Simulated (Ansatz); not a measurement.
Input:

CaAlHO2:
```
CELL_PARAMETERS angstrom
      3.72742     0.00000     0.00000
      0.00000     3.72742     0.00000
      0.00000     0.00000     3.44776
ATOMIC_POSITIONS crystal
  Ca 0.50000 0.50000 0.50000
  Al 0.00000 0.00000 0.00000
  O  0.50000 0.00000 0.00000
  O  0.00000 0.50000 0.00000
  H  0.00000 0.00000 0.50000
```

This is the PBEsol-relaxed structure. x, y and z are the axes in which the lattice vectors are written.

Question: All from plane-wave PAW PBEsol (Ansatz code), unless another level is named. Give the bulk modulus (Birch–Murnaghan fit).

Answer: 144 GPa.

Question: And the highest zone-centre frequency (without LO–TO term)?

Answer: 234.3 meV.

Question: And the elastic constants (relaxed ions, GPa)?

Answer: C11 = 312, C12 = 127, C13 = 62.8, C33 = 230, C44 = 98.9, C66 = 163.

Space group P4/mmm. The start of the workflow was typed in or built on a structure type; neither database checked (COD, Materials Project) lists it. Whether it is the stable phase at ambient conditions was not checked. Symmetry was held in the PBEsol relaxation. At this level the phase is dynamically unstable (imaginary phonons).

Potentials: the earlier of the program's two PAW sets. The files were generated under PBE; for other functionals the program regenerates the frozen cores, and for LDA and PBEsol the local potential too.
